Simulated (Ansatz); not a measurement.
ZrB$_{2}$:
Space group P6/mmm (No. 191); a = 3.155 Å, b = 3.155 Å, c = 3.507 Å, α = 90.00°, β = 90.00°, γ = 120.00°

| atom | site | symmetry | x | y | z |
|---|---|---|---|---|---|
| Zr | 1a | 6/mmm | 0.0000 | 0.0000 | 0.0000 |
| B | 2d | -6m2 | 0.3333 | 0.6667 | 0.5000 |

Relaxed with PBEsol.

Problem. Decompose the optical modes at the zone centre into irreducible representations, and say which are infrared and Raman allowed.

Solution. Point group 6/mmm: Γ_opt = A2u + B1g + E1u + E2g. Infrared: A2u, E1u. Raman: E2g.

Problem. Assign frequencies (DFPT, plane-wave PAW PBEsol (Ansatz code)).

Solution. E1u 462, A2u 480, B1g 566, E2g 786 cm⁻¹.

Subscripts of B labels follow the axes of the standard setting.

Symmetry was held in the PBEsol relaxation; of distortions, only those at the zone centre were tested. The run is not spin-polarised. As this level gives no gap, phonon frequencies hold no LO–TO term and depend on the k-mesh and smearing (Fermi–Dirac, 0.1 eV here).

Potentials: the later of the program's two PAW sets.
